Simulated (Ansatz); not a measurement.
Input and output of a single-point calculation on an ordered 8-atom cell of Ga4AsN3 on the zincblende lattice (the PAW code Ansatz, HSE06). Cell and atoms come from a relaxation with r2SCAN.

```yaml
crystal:
  lattice:
    - [3.3720902205, 0.0, 0.0]
    - [0.0, 6.8528605964, 0.0]
    - [0.0, 0.0, 4.7291015999]
  atoms:
    - { symbol: "N", position: [0.0, 0.2260492452, 0.0022434329] }
    - { symbol: Ga, position: [0.5, 0.2143359261, 0.7757528002] }
    - { symbol: "N", position: [0.5, 0.0, 0.5041734566] }
    - { symbol: Ga, position: [0.0, 0.0, 0.2723242265] }
    - { symbol: "N", position: [0.0, 0.7739507548, 0.0022434329] }
    - { symbol: Ga, position: [0.5, 0.7856640739, 0.7757528002] }
    - { symbol: As, position: [0.5, 0.5, 0.5024405076] }
    - { symbol: Ga, position: [0.0, 0.5, 0.1650693433] }
kpoints:
  mp_grid: { grid: [4, 2, 4] }
  band_path:
    path:
      - [0.0, 0.0, 0.0]
      - [0.5, 0.0, 0.0]
      - [0.5, 0.5, 0.0]
      - [0.0, 0.5, 0.0]
      - [0.0, 0.0, 0.5]
      - [0.5, 0.0, 0.5]
      - [0.5, 0.5, 0.5]
      - [0.0, 0.5, 0.5]
      - [0.1, 0.0, 0.0]
      - [0.0, 0.3, 0.0]
    npoints: 1
hamiltonian:
  xc: hse06
scf:
  occupations: { method: fermi_dirac, width: 0.02 }
  n_extra_bands: 6
output:
  forces: true
  stress: true
  eigenvalues: true
  write_density: true
  write_potential: true
  elf: true
  volumetric_format: npy
```

Some lines of the output have been replaced by numbered gaps.
```
scf.n_extra_bands = 6 over 41 filled bands (N_el = 82.0): the run solves 47 bands
Functional definition: HSE06
Crystal: 8 atoms, lattice volume = 109.282 Å³
Basis set: ecut = 420 eV, 2135 PW (Γ)
[1]
Exchange kernel: α = 0.2500, screened, ω = 0.2079 Å⁻¹, Wigner–Seitz truncation, v(0) = 1022.0973 eV·Å³, q-mesh 4×2×4
hybrid outer 1: dexx = +4.139e-2 eV, tail = 1.53e-4 eV
hybrid outer 2: dexx = +3.648e-6 eV, tail = 8.13e-8 eV, Δε = 3.06e-3 eV, ΔF = 4.24e-3 eV/Å
hybrid outer 3: dexx = +3.339e-9 eV, tail = 3.18e-9 eV, Δε = 7.86e-5 eV, ΔF = 9.46e-5 eV/Å
NSCF: frozen V_eff on 10 k-points
hybrid SCF converged: 3 outer / 14 inner (+13 warm-up)
Free energy (F): -21144.694797 eV
Internal energy: -21144.693341 eV  (E = F + TS)
E sigma→0 (E₀):  -21144.694069 eV
Entropy (-TS):   -0.001456 eV (-0.182 meV/atom)
[2]
--- Forces (eV/Å), atoms counted from 1 ---
[3]
--- Stress (GPa, compression-positive) ---
        0.197030       0.000000       0.000000
        0.000000       0.592162       0.000000
        0.000000       0.000000       0.253347
  P = ⅓ Tr σ = 0.3475 GPa (3.475 kbar)
--- Band table (eV; the first three rows and the last of 18) ---
[4]
```

The rows of the band table are 0: (0, 0, 0) = Γ, 1: (0, 0, 1/4), 2: (0, 0, -1/2) = Z, 17: (-1/2, -1/2, -1/2) = R.

Q: Fill in the blanks. They hold the Fermi energy and the band table, the forces, the symmetry found.

A:
```
[1]
Symmetry: 4 space group operations
Space group: Pmm2 (ITA 25)
[2]
Fermi energy:    10.849170 eV
[3]
  atom   1  N       0.00000      0.07287      0.00062
  atom   2  Ga      0.00000    -0.08461      0.07433
  atom   3  N       0.00000      0.00000      0.02313
  atom   4  Ga      0.00000      0.00000    -0.02540
  atom   5  N       0.00000    -0.07287      0.00062
  atom   6  Ga      0.00000      0.08461      0.07433
  atom   7  As      0.00000      0.00000      0.08228
  atom   8  Ga      0.00000      0.00000    -0.22991
[4]
  k-point 0: bands = […, 5.6795, 6.9241, 7.6003, 8.7094, 8.9467, 10.3507, 10.8210, 12.3900, 14.2646, 15.1264, …]
  k-point 1: bands = […, 6.6871, 6.9466, 7.1173, 7.3102, 8.5920, 10.7299, 11.9302, 13.0842, 13.7844, 14.6089, …]
  k-point 2: bands = […, 6.6821, 6.9693, 7.2416, 7.8613, 8.4689, 10.6744, 12.6783, 13.3037, 13.6476, 14.8201, …]
  k-point 17: bands = […, 5.5162, 5.9928, 6.6931, 6.8546, 7.1715, 7.2657, 13.4833, 14.9884, 15.3748, 15.7879, …]
```
Only the leading digits can be foreseen; the rest is this run's record.

With HSE06 the bands overlap by 0.05 eV (counted from 1, band 41 peaks at Y and band 42 bottoms out at Γ): no gap. (Only one starting filling was tried, which a hybrid may keep.) The mean pressure at these positions is +0.3 GPa, compression counted positive. (The program warns that its thresholds are loose for a hybrid's stress.) The largest force is 0.23 eV/Å.

Command: `ansatz run input.yaml --threads 4 --pin off --max-ram 6451MiB --backend cpu --events-out ev --progress --plain --runs-dir out`.

Q: It ran on 4 threads of Arm Neoverse V1 (shared host). About how long did it take, and what peak of host memory did it reach?

A: About 110 s, with a peak of 1.9 GiB.

Simulation only: spin-unpolarised, and no claim that this is the phase found in nature.

The runs are scalar-relativistic, without spin-orbit coupling.

Gaps or overlaps of about a tenth of an eV are at the limit of these meshes: between the points read a gap can be smaller or closed.

The meshes of the hybrids are coarse, so their gaps aren't converged to the digits shown.
